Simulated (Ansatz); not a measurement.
The cell is an ordered 8-atom cell of Ga4AsN3 on the zincblende lattice (Pmm2); cell and atoms were relaxed with r2SCAN. It is orthorhombic, Pmm2 (No. 25); a = 3.372 Å, b = 6.853 Å, c = 4.729 Å in the conventional setting, 13.66 Å³ an atom. N is surrounded by 4 Ga at 2.00–2.03 Å; Ga is surrounded by 3 N at 1.95–2.00 Å and 1 As at 2.35 Å; N is surrounded by 4 Ga at 1.95–2.01 Å; Ga is surrounded by 4 N at 2.01 Å; As is surrounded by 4 Ga at 2.32–2.35 Å; Ga is surrounded by 2 N at 2.03 Å and 2 As at 2.32 Å.

```cif
data_structure
_symmetry_space_group_name_H-M 'Pmm2'
_symmetry_Int_Tables_number 25
_cell_length_a 3.3721
_cell_length_b 6.8529
_cell_length_c 4.7291
_cell_angle_alpha 90.000
_cell_angle_beta 90.000
_cell_angle_gamma 90.000
_cell_volume 109.28
loop_
_atom_site_label
_atom_site_type_symbol
_atom_site_symmetry_multiplicity
_atom_site_Wyckoff_symbol
_atom_site_fract_x
_atom_site_fract_y
_atom_site_fract_z
_atom_site_occupancy
N1 N 2 g 0.00000 0.22605 0.00224 1
Ga1 Ga 2 h 0.50000 0.21434 0.77575 1
N2 N 1 c 0.50000 0.00000 0.50417 1
Ga2 Ga 1 a 0.00000 0.00000 0.27232 1
As1 As 1 d 0.50000 0.50000 0.50244 1
Ga3 Ga 1 b 0.00000 0.50000 0.16507 1
```

The questions ask for values computed with Ansatz on this geometry. Note: simulated data, non-magnetic, for a generated structure that need not be the stable one.

Given (8×4×6 mesh): PBE gives no gap: the lowest nominally empty band dips 0.41 eV below the top of the last filled one (its bottom at Γ–X (0.20 of the way from Γ), the top at Y), so the cell is a metal or semimetal at this level.

(1) What does PBE+SOC give for the gap (8×4×6 mesh)?

(2) What does r2SCAN give for the gap (8×4×6 mesh)?

(3) What do these levels agree on?

Answers

(1) With PBE+SOC the bands overlap by 0.41 eV (counted from 1, band 82 peaks at Y and band 83 bottoms out at Γ–X (0.20 of the way from Γ)): no gap.

(2) With r2SCAN the bands overlap by 0.26 eV (counted from 1, band 41 peaks at Y and band 42 bottoms out at Γ–X (0.20 of the way from Γ)): no gap.

(3) No level opens a gap, but no hybrid is among them, and semilocal functionals can close a real gap.

Only the levels marked +SOC include spin-orbit coupling.

Where an edge lies off the special points, it is a point of the mesh or the k point where a search put PBE's edge or least direct gap, reused for the other functionals, whose own edges may lie a little apart.
